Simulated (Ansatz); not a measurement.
Consider the following.

ZnSe:
```xyz
8
Lattice="6.8599 0.0000 0.0000 0.0000 6.8599 0.0000 0.0000 0.0000 4.0021" Properties=species:S:1:pos:R:3 pbc="T T T"
Zn     2.2357     4.6243     0.0000
Zn     4.6243     2.2357     0.0000
Zn     5.6656     5.6656     2.0011
Zn     1.1943     1.1943     2.0011
Se     2.1530     2.1530     0.0000
Se     4.7069     4.7069     0.0000
Se     1.2769     5.5830     2.0011
Se     5.5830     1.2769     2.0011
```

This is the PBEsol-relaxed structure. Tensor components refer to the Cartesian frame of this cell.

Problem. All from DFT-PBEsol in the program Ansatz with PAW potentials, unless another level is named. Give the bulk modulus (Birch–Murnaghan fit).

Solution. 58.1 GPa.

Problem. What about the elastic constants (relaxed ions, GPa)?

Solution. C11 = 65.3, C12 = 56.0, C13 = 45.4, C33 = 114, C44 = 21.5, C66 = 19.1.

Problem. Give the highest zone-centre frequency (without LO–TO term).

Solution. 233 cm^-1.

Space group P4_2/mnm. The start of the workflow was typed in or built on a structure type; neither database checked (COD, Materials Project) lists it. It is not the phase usual at ambient conditions (space group No. 216). The PBEsol relaxation kept the symmetry of its start; whether a distortion lowers the energy is not shown.

Potentials: the earlier of the program's two PAW sets. The files were generated under PBE; for other functionals the program regenerates the frozen cores, and for LDA and PBEsol the local potential too.
